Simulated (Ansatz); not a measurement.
Data:

MoP:
```cif
data_MoP
_chemical_formula_sum 'Mo1 P1'
_space_group_name_H-M_alt 'P-6m2'
_space_group_IT_number 187
_space_group_name_Hall 'P -6 2'
_cell_length_a 3.24095
_cell_length_b 3.24095
_cell_length_c 3.19523
_cell_angle_alpha 90.000
_cell_angle_beta 90.000
_cell_angle_gamma 120.000
loop_
_atom_site_label
_atom_site_type_symbol
_atom_site_symmetry_multiplicity
_atom_site_Wyckoff_symbol
_atom_site_fract_x
_atom_site_fract_y
_atom_site_fract_z
_atom_site_occupancy
Mo1 Mo 1 a 0.00000 0.00000 0.00000 1
P1 P 1 f 0.66667 0.33333 0.50000 1
```

This is the PBE-relaxed structure.

All from plane-wave PAW PBE (Ansatz code), unless another level is named. Give the electronic character.

metallic (no gap).

Give the formation energy from the elements (no fitted shifts).

-0.69 eV/atom.

Give the density of states at the Fermi level.

0.40 states/eV per atom (mean over ±0.08 eV).

The cell keeps a stress of up to 0.2 GPa. The PBE relaxation kept the symmetry of its start. No spin polarisation was allowed. The references are the lowest solids computed at this level, not always the standard phases. Scalar-relativistic: spin–orbit coupling is off unless named, which matters more the heavier the elements.

Potentials: the later of the program's two PAW sets.
